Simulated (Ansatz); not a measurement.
Ga2O3:
```
Ga2O3
1.0
    4.95498     2.84939     0.00000
   -4.95498     2.84939     0.00000
   -3.10684     0.00000     4.93952
Ga O
4 6
Cartesian
 -0.75865   0.51883   2.52988
  0.79477   5.17994   0.06011
  0.83489   3.22192   2.50847
  2.38831   2.47685   0.03871
 -6.03916   3.60591   4.36790
 -4.48574   2.09286   1.89814
  0.99592   2.86637   4.31695
  2.54934   2.83240   1.84719
 -1.75180   3.69456   4.18277
 -0.19838   2.00421   1.71301
```

Relaxed with r²SCAN.

Task: Give the Bader charges and basin volumes of the independent atoms, the program Ansatz at the r²SCAN level (PAW).

Result: 

```json
[
 {"atom": "Ga1", "Bader charge (e)": "+1.96", "Bader volume (Å³)": "9.1"},
 {"atom": "Ga3", "Bader charge (e)": "+1.96", "Bader volume (Å³)": "8.8"},
 {"atom": "O5", "Bader charge (e)": "-1.31", "Bader volume (Å³)": "16.8"},
 {"atom": "O7", "Bader charge (e)": "-1.32", "Bader volume (Å³)": "15.2"},
 {"atom": "O9", "Bader charge (e)": "-1.29", "Bader volume (Å³)": "18.9"}
]
```

Space group Cc. The start of the workflow was typed in or built on a structure type; neither database checked (COD, Materials Project) lists it. It is not the phase usual at ambient conditions (space group No. 12, 167). Symmetry was held in the r²SCAN relaxation; its stability against distortions is not shown here.

Potentials: the earlier of the program's two PAW sets.
